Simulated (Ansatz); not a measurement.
Input:

Cu₃Sn:
```cif
data_Cu3Sn
_chemical_formula_sum 'Cu3 Sn1'
_space_group_name_H-M_alt 'P 1'
_space_group_IT_number 1
_cell_length_a 4.27970
_cell_length_b 4.27970
_cell_length_c 4.27970
_cell_angle_alpha 60.000
_cell_angle_beta 60.000
_cell_angle_gamma 60.000
loop_
_space_group_symop_operation_xyz
  'x, y, z'
loop_
_atom_site_label
_atom_site_type_symbol
_atom_site_fract_x
_atom_site_fract_y
_atom_site_fract_z
_atom_site_occupancy
Cu1 Cu 0.50000 0.50000 0.50000 1
Cu2 Cu 0.75000 0.75000 0.75000 1
Cu3 Cu 0.25000 0.25000 0.25000 1
Sn1 Sn 0.00000 0.00000 0.00000 1
```

This is the PBEsol-relaxed structure.

Problem. All from the program Ansatz at the PBEsol level (PAW), unless another level is named. Predict the density of states at the Fermi level.

Solution. 0.22 states/eV per atom (mean over ±0.08 eV).

Problem. What about the formation energy from the elements (no fitted shifts)?

Solution. 0.052 eV/atom.

Space group Fm-3m. The workflow started from a Materials Project entry (that database holds measured and hypothetical structures alike); the Crystallography Open Database copy checked does not list it. COD files the formula under space group No. 59, 63. With Cu and Sn taken as one species the cell has the higher symmetry Im-3m, so it may be an ordered model of a mixed-site phase. Whether it is the stable phase at ambient conditions was not checked. Symmetry was held in the PBEsol relaxation. At this level the phase is mechanically unstable. The run is not spin-polarised. The references are the lowest solids computed at this level, not always the standard phases. Spin–orbit coupling is left out wherever it is not named.

Potentials: the later of the program's two PAW sets.
